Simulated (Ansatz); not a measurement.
With LDA (plane waves, PAW; program Ansatz), ZnSnN2 in the orthorhombic phase (Pna2_1; Zn on 4a, Sn on 4a, N on 4a, N on 4a) relaxes to a = 5.778 Å, b = 6.643 Å, c = 5.416 Å. Zn has 4 nearest neighbours from 2.01 Å (tetrahedral); Sn has 4 nearest neighbours from 2.05 Å (tetrahedral); N on 4a has 4 nearest neighbours from 2.01 Å (tetrahedral); N on 4a has 4 nearest neighbours from 2.01 Å (tetrahedral). Against the elements it lies at -0.17 eV/atom, with no fitted shifts.

The Kohn–Sham gap is 0.26 eV (direct). The valence maximum lies at Γ and the conduction minimum at Γ. Electrons at the band edge weigh 0.041, 0.045, 0.045 mₑ (principal values).

The bulk modulus is 1600 kbar. The elastic constants imply a Debye temperature near 457 K. Without the LO–TO term the highest mode at Γ lies at 663 cm⁻¹.

The cell was relaxed with LDA under the symmetry of its start. The references are the lowest solids computed at this level, not always the standard phases (solids in place of the gases). Spin–orbit coupling is left out wherever it is not named.

Potentials: the later of the program's two PAW sets.
